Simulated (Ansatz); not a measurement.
One crystal and one scan (frozen-phonon scan) at two levels, PBE (plane waves to 420 eV, PAW, scalar-relativistic; Ansatz, a first-principles code) and LDA (plane waves to 420 eV, PAW, scalar-relativistic; Ansatz), each from its own relaxed cell and on its own mesh. The cell shown is that of PBE.

Relaxed Al2Au (fluorite type, space group Fm-3m):

```xyz
6
Lattice="0.0000 6.0599 6.0599 3.0300 0.0000 3.0300 3.0300 3.0300 0.0000" Properties=species:S:1:pos:R:3 pbc="T T T"
Al     1.5150     1.5150     1.5150
Al     1.5150     4.5449     4.5449
Al     4.5449     4.5449     4.5449
Al     4.5449     7.5749     7.5749
Au     0.0000     0.0000     0.0000
Au     3.0300     6.0599     3.0300
```

A phonon eigenvector at L = (0.5, 0.0, 0.0) is frozen into this cell: atom i moves by Q times the vector below, so Q is the largest atomic displacement, in Å. The cell is held. (q is in reciprocal vectors of the primitive cell; the cell shown is doubled to hold the pattern.)

| atom | x | y | z |
|---|---|---|---|
| Al1 | 0.154 | -0.154 | -0.154 |
| Al2 | -0.154 | 0.154 | 0.154 |
| Al3 | -0.154 | 0.154 | 0.154 |
| Al4 | 0.154 | -0.154 | -0.154 |
| Au5 | -0.577 | 0.577 | 0.577 |
| Au6 | 0.577 | -0.577 | -0.577 |

Al2Au was relaxed with its symmetry unable to fall. Spin-orbit coupling is left out, though Au is heavy. With partly filled bands, energies and forces of such displacements shift with the k mesh and the smearing. Percentages come from the unrounded values.

Results of PBE:

| Property | Value |
|---|---|
| Lattice constant a (Å) | 6.060 |
| Harmonic wavenumber from the curvature (finite differences) (cm⁻¹ (negative: imaginary)) | 116 |
| Shape of the curve | a single well with its minimum at or next to zero displacement |

Question: Estimate the LDA values.

Answer: 
| quantity | LDA | PBE − LDA |
|---|---|---|
| Lattice constant a (Å) | 5.957 | +0.103 (+1.7 %) |
| Harmonic wavenumber from the curvature (finite differences) (cm⁻¹ (negative: imaginary)) | 125 | -9 (-7 %) |

PBE gives the higher value for: lattice constant a. PBE gives the lower value for: harmonic wavenumber from the curvature. Both give the same shape of the curve: a single well with its minimum at or next to zero displacement.

(A displaced cell: forces are minus the slopes of the energy, force constants its curvatures, and phonons follow from these.)
